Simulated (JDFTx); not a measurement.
Input for JDFTx (a modified build): methanesulfonic acid, CH4O3S (SMILES CS(=O)(=O)O), charge 0, multiplicity 1, vacuum; lengths in bohr, energies in hartree.

```
lattice \
  21.7318504332 0.0000000000 0.0000000000 \
  0.0000000000 19.3696927774 0.0000000000 \
  0.0000000000 0.0000000000 18.8972612463
coords-type Cartesian
ion C -2.3243745381 -0.9624118757 -0.3439655111 0
ion S 0.7715567205 0.4069251349 -0.2716956078 0
ion O 1.6572423056 0.6315493313 2.2736167090 0
ion O 0.8473242157 2.5609922007 -1.8805495847 0
ion O 2.3698157857 -1.8581818053 -1.5545552082 0
ion H -2.3370255254 -2.5609922007 0.9257391477 0
ion H -3.6547776162 0.4662594461 0.2582089995 0
ion H -2.6816081675 -1.5252242072 -2.2736167090 0
ion H 3.6547776162 -2.3935954295 -0.3979780792 0
ion-species pseudo/c_lda_v1.2.upf
ion-species pseudo/s_lda_v1.4.upf
ion-species pseudo/o_lda_v1.2.upf
ion-species pseudo/h_lda_v1.4.upf
elec-cutoff 20 100
elec-ex-corr lda-PZ
symmetries none
coulomb-interaction Isolated
coulomb-truncation-embed 0 0 0
elec-n-bands 16
electronic-minimize nIterations 150 energyDiffThreshold 1e-7
dump-name s0.$VAR
dump End State Ecomponents EigStats BandEigs Forces ElecDensity IonicPositions
```

The minimisation and the closing blocks of the log:

```
ElecMinimize: Iter:   0  Etot: -65.674718772100206  |grad|_K:  1.412e-03  alpha:  1.000e+00
ElecMinimize: Iter:   1  Etot: -66.362349525799658  |grad|_K:  6.883e-04  alpha:  6.302e-01  linmin: -8.368e-03
ElecMinimize: Iter:   2  Etot: -66.492245692051256  |grad|_K:  5.254e-04  alpha:  5.018e-01  linmin: -1.114e-03
ElecMinimize: Iter:   3  Etot: -66.561890789906187  |grad|_K:  2.548e-04  alpha:  4.639e-01  linmin: -3.851e-03
ElecMinimize: Iter:   4  Etot: -66.580683765548031  |grad|_K:  1.533e-04  alpha:  5.308e-01  linmin:  1.087e-03
ElecMinimize: Iter:   5  Etot: -66.586255018443183  |grad|_K:  9.662e-05  alpha:  4.366e-01  linmin: -6.992e-05
ElecMinimize: Iter:   6  Etot: -66.588911830078757  |grad|_K:  5.142e-05  alpha:  5.235e-01  linmin: -6.569e-04
ElecMinimize: Iter:   7  Etot: -66.589929501488044  |grad|_K:  2.921e-05  alpha:  7.078e-01  linmin:  3.000e-04
ElecMinimize: Iter:   8  Etot: -66.590158635109987  |grad|_K:  2.399e-05  alpha:  4.944e-01  linmin:  7.503e-05
ElecMinimize: Iter:   9  Etot: -66.590315212431662  |grad|_K:  1.148e-05  alpha:  5.008e-01  linmin:  3.325e-04
ElecMinimize: Iter:  10  Etot: -66.590365125174060  |grad|_K:  8.509e-06  alpha:  6.975e-01  linmin:  1.262e-04
ElecMinimize: Iter:  11  Etot: -66.590380836559547  |grad|_K:  5.188e-06  alpha:  4.007e-01  linmin: -1.096e-03
ElecMinimize: Iter:  12  Etot: -66.590389757518750  |grad|_K:  2.739e-06  alpha:  6.089e-01  linmin: -4.720e-05
ElecMinimize: Iter:  13  Etot: -66.590392478119298  |grad|_K:  2.011e-06  alpha:  6.673e-01  linmin:  1.492e-05
ElecMinimize: Iter:  14  Etot: -66.590393384970781  |grad|_K:  1.196e-06  alpha:  4.126e-01  linmin:  1.652e-07
ElecMinimize: Iter:  15  Etot: -66.590393875966782  |grad|_K:  6.726e-07  alpha:  6.318e-01  linmin: -2.517e-05
ElecMinimize: Iter:  16  Etot: -66.590394033141081  |grad|_K:  4.669e-07  alpha:  6.392e-01  linmin: -2.330e-05
ElecMinimize: Iter:  17  Etot: -66.590394086678401  |grad|_K:  3.277e-07  alpha:  4.519e-01  linmin:  4.136e-06
ElecMinimize: Iter:  18  Etot: -66.590394118306889  |grad|_K:  1.784e-07  alpha:  5.419e-01  linmin:  1.516e-04
ElecMinimize: Converged (|Delta Etot|<1.000000e-07 for 2 iters).

# Ionic positions in cartesian coordinates:
ion C  -2.324374538100000  -0.962411875700000  -0.343965511100000 0
ion S   0.771556720500000   0.406925134900000  -0.271695607800000 0
ion O   1.657242305600000   0.631549331300000   2.273616709000001 0
ion O   0.847324215700000   2.560992200700000  -1.880549584700000 0
ion O   2.369815785700000  -1.858181805300000  -1.554555208200000 0
ion H  -2.337025525400000  -2.560992200700000   0.925739147700000 0
ion H  -3.654777616200000   0.466259446100000   0.258208999500000 0
ion H  -2.681608167500000  -1.525224207200000  -2.273616709000001 0
ion H   3.654777616200000  -2.393595429500000  -0.397978079200000 0

# Forces in Cartesian coordinates:
force C   0.025655644028925   0.009310314024180  -0.000738127779495 0
force S  -0.004148470315450  -0.007222257886529   0.003830741190118 0
force O  -0.000811324390324  -0.003178427554205   0.005486452968357 0
force O  -0.002476294360645  -0.001675561603517  -0.007318275065319 0
force O  -0.029241104812072   0.015024569910954  -0.023052303350134 0
force H   0.000057487656642  -0.011143268392947   0.008184798465720 0
force H  -0.007419481439070   0.010919173542361   0.004078992170810 0
force H  -0.003544329395063  -0.004170524077287  -0.013305928178182 0
force H   0.021954139750152  -0.007851543640630   0.022840123081024 0

# Energy components:
   Eewald =      111.7018448588994630
       EH =      165.8910081516303592
     Eloc =     -368.6371672005366804
      Enl =        9.2281929909347706
      Exc =      -18.2530786048538474
 Exc_core =        1.9187952979368779
       KE =       31.5600103876821549
-------------------------------------
     Etot =      -66.5903941183068895


	eMin: -1.074320 at state 0 ( [ +0.000000 +0.000000 +0.000000 ] spin 0 )
	HOMO: -0.282490 at state 0 ( [ +0.000000 +0.000000 +0.000000 ] spin 0 )
```

The run took 19 electronic cycles; the highest occupied level lies at -7.69 eV from the vacuum level.
